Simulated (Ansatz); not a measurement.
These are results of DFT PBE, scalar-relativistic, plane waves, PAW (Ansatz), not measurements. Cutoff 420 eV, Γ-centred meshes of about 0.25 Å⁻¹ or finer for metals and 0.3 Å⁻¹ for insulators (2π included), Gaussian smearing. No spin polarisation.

Temperature and zero-point effects are left out.

Compare these two cells of Al3B2Sb, each relaxed at this level.

1.

Space group P3m1 (No. 156). a = 3.501 Å, b = 3.501 Å, c = 8.864 Å, α = 90.00°, β = 90.00°, γ = 120.00°
```json
{"atom": "Al", "site": "1c", "symmetry": "3m.", "x": "0.6667", "y": "0.3333", "z": "0.3398"}
{"atom": "Al", "site": "1c", "symmetry": "3m.", "x": "0.6667", "y": "0.3333", "z": "0.0686"}
{"atom": "Al", "site": "1a", "symmetry": "3m.", "x": "0.0000", "y": "0.0000", "z": "0.8609"}
{"atom": "B", "site": "1b", "symmetry": "3m.", "x": "0.3333", "y": "0.6667", "z": "0.9787"}
{"atom": "B", "site": "1b", "symmetry": "3m.", "x": "0.3333", "y": "0.6667", "z": "0.1925"}
{"atom": "Sb", "site": "1a", "symmetry": "3m.", "x": "0.0000", "y": "0.0000", "z": "0.5594"}
```

2.

Space group P3m1 (No. 156). a = 3.064 Å, b = 3.064 Å, c = 10.788 Å, α = 90.00°, β = 90.00°, γ = 120.00°
```json
{"atom": "Al", "site": "1a", "symmetry": "3m.", "x": "0.0000", "y": "0.0000", "z": "0.1412"}
{"atom": "Al", "site": "1a", "symmetry": "3m.", "x": "0.0000", "y": "0.0000", "z": "0.8311"}
{"atom": "Al", "site": "1c", "symmetry": "3m.", "x": "0.6667", "y": "0.3333", "z": "0.6267"}
{"atom": "B", "site": "1b", "symmetry": "3m.", "x": "0.3333", "y": "0.6667", "z": "0.9844"}
{"atom": "B", "site": "1c", "symmetry": "3m.", "x": "0.6667", "y": "0.3333", "z": "0.9917"}
{"atom": "Sb", "site": "1b", "symmetry": "3m.", "x": "0.3333", "y": "0.6667", "z": "0.3749"}
```

**Question.** Which is lower in energy, and by how much?

**Answer.** Cell 2 is lower, by 83 meV/atom. Cell 1 has space group P3m1 (No. 156), 15.7 Å³/atom and no gap on its mesh; cell 2 has space group P3m1 (No. 156), 14.6 Å³/atom and no gap. Counting B or Sb atoms around Al (for each partner element, those within 1.25 times its shortest distance or 1.15 times the sum of covalent radii, where it is the nearest in units of that sum or under 1.3; the shortest distance is added where it exceeds 1.18 times the sum of covalent radii; a slash parts the counts of unlike sites), cell 1 has Al 4/6 and cell 2 has Al 3 from 3.2 Å/6 from 2.4 Å/9. Cell 1 holds B–B pairs (shortest 1.89 Å); cell 2 holds B–B nets (shortest 1.77 Å). The denser one is the lower, and pressure would at first widen the difference. Even the lower one lies +0.14 eV/atom against the reference forms of the elements (uncorrected), so neither is stable at this level. Both come from trial cells of a structure search, whose lowest cell (R3m, 14.8 Å³/atom) lies 16 meV/atom below the lower of the two.

Spin–orbit coupling, which can matter for Sb, is left out. With atoms moved at random, cell 2 (by 16 meV/atom) fell into a lower structure and cell 1 came back. Some structure types and database cells were kept out of the candidates from the start, so a known form may be missing.
